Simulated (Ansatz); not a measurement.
Here is the system:

SbPt:
Space group Pm-3m (No. 221); a = b = c = 3.422 Å, α = β = γ = 90.00°

```tsv
atom	site	symmetry	x	y	z
Pt	1a	m-3m	0.0000	0.0000	0.0000
Sb	1b	m-3m	0.5000	0.5000	0.5000
```

This is the PBE-relaxed structure.

Task: All from DFT-PBE in the program Ansatz with PAW potentials, unless another level is named. Estimate the electronic character.

Result: metallic (no gap).

Task: Give the density of states at the Fermi level.

Result: 0.48 states/eV per atom (mean over ±0.08 eV).

Task: Predict the gap with spin–orbit coupling.

Result: none (metallic).

The cell is a constructed one: a structure type filled with these elements; neither database checked (COD, Materials Project) lists it. COD files the formula under space group No. 194, so this cell is another polymorph or a model. Whether it is the stable phase at ambient conditions was not checked. The PBE relaxation kept the symmetry of its start; its stability against distortions is not shown here. No spin polarisation was allowed. Scalar-relativistic: spin–orbit coupling is off unless named, which matters more the heavier the elements.

Potentials: the earlier of the program's two PAW sets.
